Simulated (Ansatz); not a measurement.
The cell below belongs to a search over invented structures; it isn't taken from experiment.

Input and command of a plane-wave DFT calculation in Ansatz:

```yaml
crystal:
  lattice:
    - [4.83680159, 0.0, 0.0]
    - [-2.4184008, 4.18879305, 0.0]
    - [0.0, 0.0, 7.48536428]
  atoms:
    - { symbol: Zr, position: [0.66666667, 0.33333333, 0.0] }
    - { symbol: In, position: [0.66666667, 0.33333333, 0.74132665] }
    - { symbol: In, position: [0.66666667, 0.33333333, 0.25867335] }
    - { symbol: Te, position: [0.66666667, 0.33333333, 0.5] }
    - { symbol: Te, position: [0.0, 0.0, 0.5] }
basis:
  ecutwfc: 420
kpoints:
  mp_grid: { grid: [4, 4, 2] }
hamiltonian:
  xc: pbe
scf:
  occupations: { method: gaussian, width: 0.2 }
  lower_state_search: "off"
output:
  forces: true
  stress: true
  eigenvalues: true
relax:
  adjacent_minimum: "off"
  f_tol: 0.08
  max_steps: 16
  cell: { stress_tol: 0.8 }
```

```bash
ansatz run input.yaml --threads 1 --pin off --max-ram 2560MiB --backend cpu --events-out ev --progress --plain --runs-dir out
```

Processor: Intel(R) Xeon(R) Platinum 8259CL CPU @ 2.50GHz (Skylake/Cascade Lake), 1 thread, on a host shared with other jobs.

Q: Estimate time, memory and problem size.

A: About 2 min, peak memory 0.54 GiB. It solves 42 bands at 8 k points (after reduction by symmetry) with about 5121 plane waves (on the last cell), in 143 SCF iterations over 17 ionic steps, the closing evaluation included.
